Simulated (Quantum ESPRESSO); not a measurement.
# Moving one atom in Mo2W2Se8

The results below are calculated, not measured. They come from pw.x of Quantum ESPRESSO 7.5, a plane-wave density functional program, with PseudoDojo standard norm-conserving files (v0.5 for PBE, v0.4.1 for LDA and PBEsol). The cells are made up: elements, strain and atom displacements were drawn at random, and nothing was relaxed. There is no spin polarisation, spin-orbit coupling or dispersion term.

The cell has 12 sites of a 2H layered lattice (rectangular cell). Sites 1 to 4 hold Mo Mo W W; sites 5 to 12 hold Se Se Se Se Se Se Se Se. Cell vectors in Å: (3.297, 0.014, 0.000); (0.024, 5.773, 0.054); (0.000, 0.124, 13.325). Settings: PBE, cutoff 1170 eV, 7 x 4 x 2 k mesh shifted by half a step, Fermi-Dirac smearing of 0.025 eV.

Each run shifts the W atom on site 4 along y and leaves all else fixed. Site 6 is one of its nearest neighbours. E is the free energy of the cell above the lowest run shown.

```
run,shift (Å),Fy on site 4 (eV/Å),Fy on site 6 (eV/Å),P (GPa),E (meV)
1,-0.1372,2.577,-0.927,3.37,116.2
2,-0.1086,1.964,-0.736,3.26,51.2
3,-0.0777,1.314,-0.543,3.18,0.6
5,0.0533,-1.247,0.141,3.17,0.0
6,0.0653,-1.464,0.194,3.20,16.3
7,0.0938,-1.963,0.312,3.28,65.2
4,-0.0135,?,?,?,?
```

A rerun of one of these cells at 1467 eV and k mesh 9 x 6 x 4 moved values by no more than 0.004 eV in the cell's energy, 0.02 GPa in stress and 0.006 eV/Å in force.

## Worked fit

A parabola through the six runs shown gives Fy on site 4 = -0.244 - 19.27 u + 9.6 u² eV/Å, with u in Å and a scatter of 0.005 eV/Å. Minus the slope, 19.27 ± 0.08 eV/Å², is this atom's force constant along y at u = 0, with its periodic images moving too. The fitted force vanishes at u = -0.013 Å, where the energy should be lowest along this line. The error is the larger of the fit's own and the change that a cubic makes, rounded up.

## Withheld run

Question: what Fy on site 4 should run 4 give?

The fit gives 0.018 eV/Å. The calculation gave 0.016 eV/Å.

```
run,shift (Å),Fy on site 4 (eV/Å),Fy on site 6 (eV/Å),P (GPa),E (meV)
4,-0.0135,0.016,-0.181,3.11,-41.7
```